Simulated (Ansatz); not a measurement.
Here is an unrelaxed guess for HfBr.

```
Hf Br
1.0
     3.18968    0.00000    0.00000
    -1.59484    2.76235    0.00000
     0.00000    0.00000    6.77495
Hf Br
1 1
Direct
  0.00000 0.00000 0.50000
  0.00000 0.00000 0.00000
```

Theory: DFT PBE, scalar-relativistic, plane waves, PAW (Ansatz). Settings: cutoff 420 eV, Γ-centred mesh 6×6×4 on the computed 2-atom cell, Gaussian smearing of 0.10 eV; no spin polarisation.

The zero of energy is the elements' standard structures at the same level; no fitted shifts are applied. The references include crystalline Br.

Question: Estimate its pressure, forces and energy as it stands.

Answer: The pressure is -6.3 GPa (the mean over three directions, positive in compression), the largest force is 0.00 eV/Å (symmetry fixes the atoms), and the energy is +0.72 eV/atom against the elements. The shortest distance is 3.19 Å.

Question: Is it a good guess?

Answer: A rough one: relaxing gains about 0.88 eV/atom (the start's value is from the coarse mesh, so the gain is rough) in 14 ionic steps and ends at −0.17 eV/atom on the finer mesh. The symmetry stays P6/mmm (No. 191). The volume per atom shrinks by 14.7 %, from 29.8 to 25.5 Å³. The shortest distance goes from 3.19 Å (Br–Br and Hf–Hf) to 2.57 Å (Hf–Br). The ratio c/a of the conventional cell changes by a factor of 0.72. Conventional cell: a = 3.381 Å, c = 5.146 Å. Hf is surrounded by 2 Br at 2.57 Å; Br has 2 Hf at 2.57 Å.

The last run used an 18×18×12 mesh (in the run's order of axes) for its 2-atom cell and Gaussian smearing of 0.10 eV. Spin–orbit coupling, which can matter for Hf, is left out. An odd number of electrons in the primitive cell allows no gap without spin; a larger cell or a magnetic state could open one. The cell is a metal run without spin; a magnetic state may lie lower. The reference form of Br is held partly by dispersion forces, which this level lacks. The relaxation can't lower the symmetry of the start, and the grade says only how near the guess is to its own end. A structure relaxed within its symmetry needn't be a true minimum.
